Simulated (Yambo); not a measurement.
NaCl (rock salt, space group Fm-3m, No. 225) under isotropic strain of -3 % on all lattice vectors; a = 3.8434 Å, b = 3.8434 Å, c = 3.8434 Å, α = 60.00°, β = 60.00°, γ = 60.00°. With the G0W0 scissor the direct gap on the mesh is 8.50 eV.

### Question
Can the lowest exciton of this BSE run be trusted, and with what binding energy? (Yambo, PBEsol bands; 10×10×10 mesh, 3 valence and 1 conduction bands, static screening with 22 bands and a 4 Ry block, scissor 3.12 eV, Tamm-Dancoff.)

### Answer
The mesh holds a bound state, but the numbers are provisional. These are vertical excitations (zero momentum). The lowest state lies at 7.76 eV (strong for light along x, 3 states within 2 meV), the direct quasiparticle gap on this mesh at 8.50 eV. Its binding energy, counted from that gap, is 0.74 eV; it spreads over about 11 k points of the mesh. Convergence with the mesh was not shown. The scissor comes from a G0W0 run whose convergence isn't established. 

Geometry strained from the cell relaxed with PBEsol, atoms relaxed again.
